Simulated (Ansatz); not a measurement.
A relaxed structure of GaPt is spoiled in several ways and relaxed again each time (noise and exchanges are one random draw each; squeezed and stretched starts keep its symmetry, which their runs cannot lower; pressure is positive under compression). Computed with PBEsol (plane waves to 420 eV, PAW, scalar-relativistic; Ansatz, a program for electronic structure).

Space group P2₁3 (No. 198); a = b = c = 4.9027 Å, α = β = γ = 90.00°

```
atom  site  symmetry       x       y       z
----  ----  --------  ------  ------  ------
Ga      4a       .3.  0.0932  0.0932  0.0932
Pt      4a       .3.  0.3979  0.3979  0.3979
```

```csv
change,first pressure (GPa),largest first force (eV/Å),released (eV/atom),moves,outcome,final group,E − E(parent) (eV/atom)
with every coordinate shifted by Gaussian noise of σ = 0.1 Å,6.0,2.94,0.10,7,returns to the parent,P2₁3,0.00
squeezed uniformly to 70 % of its volume,173.1,1.25,1.68,13,returns to the parent,P2₁3,0.00
"deformed by the Cartesian strain tensor (xx, yy, zz, yz, xz, xy) = (-0.067, -0.111, 0.093, 0.040, -0.050, 0.050)",40.3,2.51,0.42,13,returns to the parent,P2₁3,0.00
```

First-step values come from each run's starting, coarser k-mesh (7×7×7, 8×8×8, 7×8×6). The runs use different k-meshes, so differences are rounded accordingly. No spin polarisation in the result.

The relaxation started from an entry of Materials Project.
